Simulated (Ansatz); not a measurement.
PtSe₂ as a free-standing sheet: computed properties

PtSe₂:
```
CELL_PARAMETERS angstrom
      3.68975     0.00000     0.00000
     -1.84488     3.19542     0.00000
      0.00000     0.00000    32.00000
ATOMIC_POSITIONS crystal
  Se 0.66667 0.33333 0.54136
  Pt 0.00000 0.00000 0.50000
  Se 0.33333 0.66667 0.45864
```
Free-standing layer in the xy plane with vacuum along z and no interaction between images.

Method: DFT-r²SCAN+D4 in the program Ansatz with PAW potentials. Lattice and atoms are relaxed at this level; other levels are named.

**Structure**

```
Property                                               Value
-----------------------------------------------  -----------
In-plane lattice                                 a = 3.690 Å
Distance between the outermost nuclei                 2.65 Å
Exfoliation energy from the relaxed bulk parent    20 meV/Å²
```

**Electronic structure**

```
Property                                                                                                                                   Value
-------------------------------------------------------------------------------------------------------  ---------------------------------------
Band gap                                                                                                                      1.58 eV (indirect)
Valence-band maximum                                                                                     on the K–Γ line, 89 % of the way from K
Conduction-band minimum                                                                                  on the Γ–M line, 46 % of the way from Γ
Ionisation potential (Kohn–Sham)                                                                                                         5.93 eV
Electron affinity (Kohn–Sham)                                                                                                            4.35 eV
Electron effective mass, in the valley on the Γ–M line, 46 % of the way from Γ                                   0.46 along x, 0.23 along y (mₑ)
Electron effective mass with spin–orbit coupling, in the valley on the Γ–M line, 46 % of the way from Γ          0.47 along x, 0.23 along y (mₑ)
Hole effective mass with spin–orbit coupling, in the valley at Γ                                                                          2.1 mₑ
Gap with spin–orbit coupling                                                                                                             1.41 eV
HSE06 gap on the r²SCAN+D4 cell                                                                                                          1.93 eV
HSE06 gap with spin–orbit coupling on the r²SCAN+D4 cell                                                                                 1.74 eV
HSE06 ionisation potential                                                                                                               6.09 eV
```

**Charges**

```
Property                     Result
-------------  --------------------
Bader charges  Se -0.10, Pt +0.19 e
```

Space group P-3m1 (1T). A layer that has been made, often on a substrate. Symmetry was held in the r²SCAN+D4 relaxation; its stability against distortions is not shown here. No spin polarisation was allowed. Spin–orbit coupling is left out wherever it is not named.

Potentials: the later of the program's two PAW sets.
